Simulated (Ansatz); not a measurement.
SnS2:
```
SnS2
1.0
    0.00000     5.12258     5.12258
    5.12258     0.00000     5.12258
    5.12258     5.12258     0.00000
Sn S
4 8
Direct
  0.12500   0.62500   0.62500
  0.62500   0.62500   0.12500
  0.62500   0.12500   0.62500
  0.62500   0.62500   0.62500
  0.87321   0.37560   0.37560
  0.87440   0.87440   0.37679
  0.37560   0.87321   0.37560
  0.87440   0.87440   0.87440
  0.37560   0.37560   0.37560
  0.87440   0.37679   0.87440
  0.37560   0.37560   0.87321
  0.37679   0.87440   0.87440
```

Relaxed with LDA. Special points in fractions of this cell's reciprocal vectors: Γ (0.000, 0.000, 0.000); X (0.500, 0.000, 0.500); U (0.625, 0.250, 0.625); K (0.375, 0.375, 0.750); L (0.500, 0.500, 0.500); W (0.500, 0.250, 0.750).

List the band energies nearest the valence-band maximum at these points for plane-wave PAW LDA (Ansatz code).

In eV from the valence-band maximum; about four levels below and three above (degenerate sets whole), none deeper than 8.9 eV; points with the same levels are listed once.

```tsv
k	below	above
Γ	-0.28 -0.28 -0.28 -0.12 -0.12 -0.12	0.90 0.90 0.90
X	-0.35 -0.35 -0.15 -0.15	2.47 2.47 2.76 2.76
U	-0.60 -0.55 -0.53 -0.03	2.39 2.66 2.67
L	-0.23 -0.23 -0.16 -0.16	1.99 1.99 2.37
W	-0.47 -0.47 -0.41 -0.41	2.64 2.64 2.76 2.76
```

Space group Fd-3m. The first step of the workflow began from a Materials Project structure, measured or hypothetical; the Crystallography Open Database copy checked does not list it. It is not the phase usual at ambient conditions (space group No. 164). The cell was relaxed with LDA under the symmetry of its start; whether a distortion lowers the energy is not shown. Spin–orbit coupling is left out wherever it is not named.

Potentials: the later of the program's two PAW sets.
